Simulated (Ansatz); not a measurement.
BeS:
```cif
data_Be2S2
_chemical_formula_sum 'Be2 S2'
_space_group_name_H-M_alt 'P63mc'
_space_group_IT_number 186
_space_group_name_Hall 'P 6c -2c'
_cell_length_a 3.43939
_cell_length_b 3.43939
_cell_length_c 5.66716
_cell_angle_alpha 90.000
_cell_angle_beta 90.000
_cell_angle_gamma 120.000
loop_
_atom_site_label
_atom_site_type_symbol
_atom_site_symmetry_multiplicity
_atom_site_Wyckoff_symbol
_atom_site_fract_x
_atom_site_fract_y
_atom_site_fract_z
_atom_site_occupancy
Be1 Be 2 b 0.33333 0.66667 0.49966 1
S1 S 2 b 0.33333 0.66667 0.12554 1
```

This is the PBE-relaxed structure.

All from the program Ansatz at the PBE level (PAW), unless another level is named. Give the bulk modulus (Birch–Murnaghan fit).

92.6 GPa.

Next, the highest zone-centre frequency (without LO–TO term)?

596 cm⁻¹.

Give the vibrational entropy at 300 K.

15.5 J/(K·mol of atoms).

Space group P6_3mc (wurtzite). A made-up cell: these elements were put on the sites of a structure type; neither database checked (COD, Materials Project) lists it. COD files the formula under space group No. 216, so this cell is another polymorph or a model. Whether it is the stable phase at ambient conditions was not checked. The cell was relaxed with PBE under the symmetry of its start; phonons on a q-mesh show no instability.

Potentials: the later of the program's two PAW sets.
